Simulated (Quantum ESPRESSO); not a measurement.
## Band energies of LiTaO3

```
LiTaO3
1.0
    2.56698     1.48205     4.60543
   -2.56698     1.48205     4.60543
    0.00000    -2.96409     4.60543
Li O Ta
2 6 2
Direct
  0.28322   0.28322   0.28322
  0.78322   0.78322   0.78322
  0.61431   0.22447   0.86673
  0.22447   0.86673   0.61431
  0.86673   0.61431   0.22447
  0.11431   0.36673   0.72447
  0.72447   0.11431   0.36673
  0.36673   0.72447   0.11431
  0.99946   0.99946   0.99946
  0.49946   0.49946   0.49946
```

PBEsol (Quantum ESPRESSO, PseudoDojo norm-conserving, 84 Ry, no spin-orbit coupling); path ΓLB1,BZΓX,QFP1Z,LP; energies in eV from the valence-band maximum.

| k (1/Å) | point | band 30 | band 31 | band 32 | band 33 | band 34 | band 35 | band 36 | band 37 |
|---|---|---|---|---|---|---|---|---|---|
| 0.00 | Γ | -0.49 | -0.49 | -0.37 | -0.02 | -0.02 | 3.85 | 3.85 | 4.19 |
| 0.25 |  | -0.58 | -0.38 | -0.32 | -0.16 | -0.09 | 3.97 | 3.99 | 4.34 |
| 0.74 | L | -0.40 | -0.34 | -0.34 | -0.24 | -0.24 | 4.60 | 4.60 | 5.29 |
| 0.93 |  | -0.64 | -0.39 | -0.39 | -0.20 | -0.20 | 4.45 | 4.45 | 5.31 |
| 1.32 | B1 | -1.03 | -0.69 | -0.69 | -0.31 | -0.31 | 4.37 | 4.37 | 5.21 |
| 1.32 | B | -1.03 | -0.69 | -0.69 | -0.31 | -0.31 | 4.37 | 4.37 | 5.21 |
| 1.75 |  | -0.86 | -0.47 | -0.47 | -0.27 | -0.27 | 4.96 | 4.96 | 5.42 |
| 1.97 | Z | -0.73 | -0.29 | -0.29 | -0.29 | -0.29 | 5.21 | 5.21 | 5.49 |
| 2.19 |  | -0.60 | -0.48 | -0.48 | -0.09 | -0.09 | 4.71 | 4.81 | 4.81 |
| 2.42 |  | -0.60 | -0.52 | -0.52 | 0.00 | 0.00 | 4.14 | 4.14 | 4.34 |
| 2.65 | Γ | -0.49 | -0.49 | -0.37 | -0.02 | -0.02 | 3.85 | 3.85 | 4.19 |
| 2.83 |  | -0.56 | -0.46 | -0.29 | -0.11 | -0.08 | 3.89 | 3.95 | 4.24 |
| 3.01 |  | -0.58 | -0.49 | -0.36 | -0.26 | -0.05 | 4.05 | 4.24 | 4.44 |
| 3.37 |  | -0.90 | -0.63 | -0.40 | -0.23 | -0.17 | 4.30 | 4.51 | 5.00 |
| 3.55 | X | -0.87 | -0.83 | -0.50 | -0.43 | -0.15 | 4.02 | 4.52 | 5.20 |
| 3.55 | Q | -0.87 | -0.83 | -0.50 | -0.43 | -0.15 | 4.02 | 4.52 | 5.20 |
| 3.87 | F | -1.01 | -0.89 | -0.56 | -0.44 | -0.27 | 3.90 | 4.48 | 5.09 |
| 3.87 | P1 | -1.00 | -0.79 | -0.78 | -0.50 | -0.17 | 4.30 | 4.54 | 5.16 |
| 4.01 |  | -1.07 | -0.66 | -0.59 | -0.51 | -0.18 | 4.53 | 4.74 | 5.21 |
| 4.15 |  | -0.97 | -0.53 | -0.47 | -0.41 | -0.21 | 4.78 | 4.94 | 5.29 |
| 4.43 | Z | -0.73 | -0.29 | -0.29 | -0.29 | -0.29 | 5.21 | 5.21 | 5.49 |
| 4.43 | L | -0.40 | -0.34 | -0.34 | -0.24 | -0.24 | 4.60 | 4.60 | 5.29 |
| 4.67 |  | -0.58 | -0.57 | -0.47 | -0.34 | -0.16 | 4.45 | 4.61 | 5.11 |
| 4.91 | P | -1.00 | -0.79 | -0.78 | -0.50 | -0.17 | 4.30 | 4.54 | 5.16 |

The PBEsol gap is indirect, 3.85 eV, from 67 % of the way from Z to Γ to Γ; the smallest direct gap is 3.87 eV.

Without spin-orbit coupling, band edges of such heavy elements can be off by tenths of an eV.

Geometry of the Materials Project entry, not relaxed at this level.
